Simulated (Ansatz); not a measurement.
BeSe:
```cif
data_Be4Se4
_chemical_formula_sum 'Be4 Se4'
_space_group_name_H-M_alt 'F-43m'
_space_group_IT_number 216
_space_group_name_Hall 'F -4 2 3'
_cell_length_a 5.17772
_cell_length_b 5.17772
_cell_length_c 5.17772
_cell_angle_alpha 90.000
_cell_angle_beta 90.000
_cell_angle_gamma 90.000
loop_
_atom_site_label
_atom_site_type_symbol
_atom_site_symmetry_multiplicity
_atom_site_Wyckoff_symbol
_atom_site_fract_x
_atom_site_fract_y
_atom_site_fract_z
_atom_site_occupancy
Be1 Be 4 b 0.50000 0.50000 0.50000 1
Se1 Se 4 c 0.25000 0.25000 0.25000 1
```
(The calculation used a cell of 2 atoms; values per cell refer to that cell.)

Relaxed with PBE. Plane-wave PAW PBE (Ansatz code) gives a gap of 2.67 eV.

### Question
What gap does HSE06 give on the same cell (Ansatz, PAW)?

### Answer
3.51 eV, 0.83 eV more. The hybrid was solved on a coarser mesh and at special points; its gap is the smallest among all of these.

```json
[
 {"k": "Γ", "v1 PBE": "0.00", "c1 PBE": "4.22", "v1 HSE06": "[?]", "c1 HSE06": "[?]"},
 {"k": "X", "v1 PBE": "-2.58", "c1 PBE": "2.67", "v1 HSE06": "-2.81", "c1 HSE06": "3.51"},
 {"k": "L", "v1 PBE": "-1.05", "c1 PBE": "4.27", "v1 HSE06": "[?]", "c1 HSE06": "[?]"},
 {"k": "W", "v1 PBE": "-3.20", "c1 PBE": "6.13", "v1 HSE06": "[?]", "c1 HSE06": "[?]"},
 {"k": "K", "v1 PBE": "-2.16", "c1 PBE": "3.78", "v1 HSE06": "[?]", "c1 HSE06": "[?]"}
]
```

### Question
Top valence (v1) and lowest conduction level (c1) in eV from each method's valence maximum (which need not be a listed point): supply the withheld HSE06 values.

### Answer

- L, v1 HSE06: -1.13
- L, c1 HSE06: 5.27
- Γ, v1 HSE06: 0.00
- Γ, c1 HSE06: 5.30
- W, v1 HSE06: -3.44
- W, c1 HSE06: 7.09
- K, v1 HSE06: -2.34
- K, c1 HSE06: 4.67

Cost on shared cores: the PBE run (SCF on a 9×9×9 mesh, then bands and DOS) roughly 7 core-seconds, the HSE06 run (SCF on 7×7×7, then a few points) around 100 core-seconds (rough); the tasks are unlike.

Symmetry was held in the PBE relaxation; phonons on a q-mesh show no instability. The volume moved by 28 % from the start of the relaxation. Spin–orbit coupling is left out wherever it is not named.

Potentials: the later of the program's two PAW sets.
